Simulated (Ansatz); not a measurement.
SiO₂ in space group I-43m (No. 217; Si on 12d, O on 24g), the program Ansatz at the r²SCAN level (PAW). The conduction-band minimum lies at Γ, with 1 equivalent valley. Second derivatives d²E/dk² of the lowest band at one valley (eV·Å²), along Cartesian directions:

```
direction  d²E/dk²
---------  -------
[100]        12.29
[010]        12.29
[001]        12.29
[110]        12.29
[101]        12.29
[011]        12.29
```

Q: Find the principal effective masses, the density-of-states mass and the conductivity mass.

A: Off-diagonal terms follow from H_xy = H[110] − (H_xx + H_yy)/2, and m*/mₑ = 7.620 eV·Å² over each eigenvalue: 0.62, 0.62, 0.62. One valley's DOS mass (m₁m₂m₃)^(1/3) = 0.62, conductivity mass 3/(Σ 1/mᵢ) = 0.62 mₑ.

Q: What effective density of states Nc follows at 300 K for parabolic valleys?

A: Nc = 2.509e19 × 1 × (0.62)^(3/2) ≈ 1.2e19 cm⁻³.

The first step of the workflow began from a Materials Project structure, measured or hypothetical; the Crystallography Open Database copy checked does not list it. It is not the phase usual at ambient conditions (space group No. 92, 152, 154). The r²SCAN relaxation kept the symmetry of its start; whether a distortion lowers the energy is not shown.

Potentials: the earlier of the program's two PAW sets. The files were generated under PBE; for other functionals the program regenerates the frozen cores, and for LDA and PBEsol the local potential too.

Edges and masses are those of Kohn–Sham bands, whose gap is no quasiparticle gap.
